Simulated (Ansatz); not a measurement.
Here is the system:

TaCo$_{3}$ (space group R-3m)

```
TaCo3
1.0
    2.54643     1.47018     6.17041
   -2.54643     1.47018     6.17041
    0.00000    -2.94037     6.17041
Ta Co
3 9
Cartesian
  0.00000   0.00000   0.00000
  0.00000   0.00000   4.04827
  0.00000   0.00000  14.46296
  0.00000   1.47018   6.17041
 -1.27322  -0.73509   6.17041
  1.27322  -0.73509   6.17041
  1.20201  -0.69398  10.30189
 -1.20201   0.69398   8.20934
  0.00000   1.38797  10.30189
  0.00000  -1.38797   8.20934
 -1.20201  -0.69398  10.30189
  1.20201   0.69398   8.20934
```

The volume is varied about the relaxed value V₀ at fixed cell shape. The atoms relax within the cell's symmetry.

The numbers are results of PBEsol (plane waves to 420 eV, PAW, scalar-relativistic; Ansatz, a program for electronic structure), not measurements. k mesh 9×9×9 (Γ-centred), Fermi-Dirac smearing 0.05 eV. Energies are smeared free energies. Compression counts positive. With the shape held, the modulus is that of even scaling; a crystal free to change shape is softer. Spin-orbit coupling is left out, though Ta is heavy. TaCo3 is run without spin polarisation. TaCo3 was relaxed with its symmetry unable to fall. ΔE is measured from the relaxed starting cell.

The scan covers V/V₀ from 0.840 to 1.160 in 13 points.

Task: What is the fitted pressure derivative B₀′?

Result: 4.4.

Task: What bulk modulus at fixed cell shape B₀ follows from a third-order Birch-Murnaghan fit?

Result: 274 GPa.

(Under strain, the slope of the energy per volume gives the stress and its curvature an elastic modulus.)
